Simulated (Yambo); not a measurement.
Yambo run on Rb₂NiF₆ (space group Fm-3m, No. 225). The wavefunctions are norm-conserving PBEsol (Quantum ESPRESSO, 98 Ry, scalar-relativistic) ones on a 2×2×2 mesh (39 occupied bands); a = 5.9108 Å, b = 5.9108 Å, c = 5.9108 Å, α = 60.00°, β = 60.00°, γ = 60.00°.

Yambo input:

```
rim_cut
gw0
dyson
el_el_corr
HF_and_locXC
ppa
em1d
RandQpts= 1000000
RandGvec= 1 Ry
EXXRLvcs= 98 Ry
VXCRLvcs= 392 Ry
Chimod= "HARTREE"
% BndsRnXp
 5 | 222 |
%
NGsBlkXp= 7 Ry
% LongDrXp
 1.0 | 1.0 | 1.0 |
%
PPAPntXp= 27.2114 eV
% GbndRnge
 1 | 91 |
%
GTermKind= "BG"
DysSolver= "n"
ExtendOut
% QPkrange
 3 | 3 | 39 | 40 |
%
```

k points by index: 3 = X.

The o-*.qp file then holds:

```
#    K-point    Band    Eo [eV]    E [eV]    E-Eo [eV]    Vxc [eV]    Vnlxc [eV]    Sc|Eo [eV]    Sc|E [eV]    dSc/dw|Eo [eV]    Re(Z)    Im(Z)
#
    3    39    0.000000    -1.607686    -1.607686    -28.72028    -37.64342    6.810174    7.315445    -8.550342    0.760901    -0.002266
    3    40    1.638375    3.793000    2.154625    -28.22379    -23.16301    -2.282772    -2.906156    -7.872316    0.775608    -0.002033
```
(The two width columns are left out.) Convergence of these settings isn't established.

Geometry of the Materials Project entry, not relaxed at this level.

The runs are not spin-polarised; magnetic order was not tried.
